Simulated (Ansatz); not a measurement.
A distorted cell of ZrO2 (tetragonal-ZrO2 type, space group P4_2/nmc):

```xyz
6
Lattice="3.7274 0.0000 0.0000 0.0000 3.7274 0.0000 0.0000 0.0000 4.7870" Properties=species:S:1:pos:R:3 pbc="T T T"
Zr     0.0000     0.0000     0.0000
Zr     1.8637     1.8637     2.3935
O      0.0000     1.8637     0.9215
O      0.0000     1.8637     3.3150
O      1.8637     0.0000     1.4719
O      1.8637     0.0000     3.8654
```

All values below come from PBE (plane waves to 420 eV, PAW, scalar-relativistic; Ansatz, a program for electronic structure). k mesh 9×9×6 (Γ-centred), Fermi-Dirac smearing 0.05 eV. E stands for the smeared free energy. Stress and pressure are positive under compression. As the atoms are clamped, bonds stretch with the cell, which overstates energies and stresses. The PAW data are Ansatz's earlier set. This is a high-temperature form of ZrO2. ZrO2 is run without spin polarisation. ZrO2 was relaxed with its symmetry unable to fall.

### Question
What is the stress tensor (GPa)?

### Answer
```
   -6.9      0.0      0.0
    0.0     -6.9      0.0
    0.0      0.0     36.3
```
The pressure, a third of the trace, is 7.5 GPa.

### Question
It is the relaxed cell deformed to V/V₀ = 0.960, (c/a)/(c/a)₀ = 0.880, c along z, fractional positions held. What is its energy relative to the relaxed cell?

### Answer
132.9 meV/atom.

(A scan under strain: stresses follow from slopes of the energy per volume, elastic moduli from its curvatures.)
